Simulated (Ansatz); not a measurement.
**A short bond in AlIr**

```
CELL_PARAMETERS angstrom
2.99455 0.00000 0.00000
0.00000 2.99455 0.00000
0.00000 0.00000 2.99455
ATOMIC_POSITIONS crystal
Al 0.00000 0.00000 0.00000
Ir 0.50000 0.50000 0.50000
```

The cell is Materials Project entry mp-1885, used as a structure alone.

Its shortest bond, of 2.593 Å between atom 1 (Al) and the nearest image of atom 2 (Ir), is scaled by moving both atoms along it, with the cell held. The force apart is half the difference of the two atoms' forces along the bond; it holds the pull and push of their other neighbours too.

Level of theory: DFT with PBEsol, scalar-relativistic, in Ansatz 0.2.0; a Γ-centred 10×10×10 k mesh, Fermi–Dirac smearing of 0.05 eV, no spin polarisation. LAPW: all electrons, basis error target 1 meV/atom; PAW: frozen-core files, cutoff 420 eV; crystal datasets: all electrons, by PAW datasets that the program makes for each cell.

Energies are extrapolated to zero smearing and count from the unscaled cell; pressure is positive in compression; gaps take the mesh and a band path. No temperature or zero-point motion is included.

Spin–orbit coupling is left out, which matters for the heavy atoms. The PAW files were made under PBE.

```json
{"bond (Å)": "2.593", "force apart (eV/Å)": "0.00", "P LAPW (GPa)": "-1.09", "ΔE LAPW (eV/atom)": "0.000", "P PAW − LAPW (GPa)": "0.03", "ΔE PAW − LAPW (meV/atom)": "0.0", "force PAW − LAPW (eV/Å)": "0.000"}
{"bond (Å)": "2.438", "force apart (eV/Å)": "?", "P LAPW (GPa)": "1.06", "ΔE LAPW (eV/atom)": "0.045", "P PAW − LAPW (GPa)": "0.04", "ΔE PAW − LAPW (meV/atom)": "0.0", "force PAW − LAPW (eV/Å)": "0.002"}
{"bond (Å)": "2.282", "force apart (eV/Å)": "2.90", "P LAPW (GPa)": "7.80", "ΔE LAPW (eV/atom)": "0.200", "P PAW − LAPW (GPa)": "0.06", "ΔE PAW − LAPW (meV/atom)": "0.3", "force PAW − LAPW (eV/Å)": "0.006"}
{"bond (Å)": "1.971", "force apart (eV/Å)": "10.76", "P LAPW (GPa)": "39.8", "ΔE LAPW (eV/atom)": "?", "P PAW − LAPW (GPa)": "0.21", "ΔE PAW − LAPW (meV/atom)": "2.6", "force PAW − LAPW (eV/Å)": "0.028"}
```

Task: Fill in "force apart (eV/Å)" for the row "2.438".

Result: 1.20.

Task: What belongs in the row "1.971", column "ΔE LAPW (eV/atom)"?

Result: 1.151.

Task: At the last bond length, how far do crystal datasets lie from LAPW in pressure and in the largest force component?

Result: crystal datasets: 0.00 GPa, 0.001 eV/Å, on a LAPW pressure of 39.8 GPa.

Task: How do the Löwdin populations by LAPW change from the unscaled cell to the last row, on the two atoms of the bond?

Result: Al1 3p 2.28 → 2.18, Ir2 5d 8.20 → 8.30 electrons an atom. These are projections on the shells that the free atoms fill; 0.17 e a cell lies outside them at the start and 0.17 e at the end.
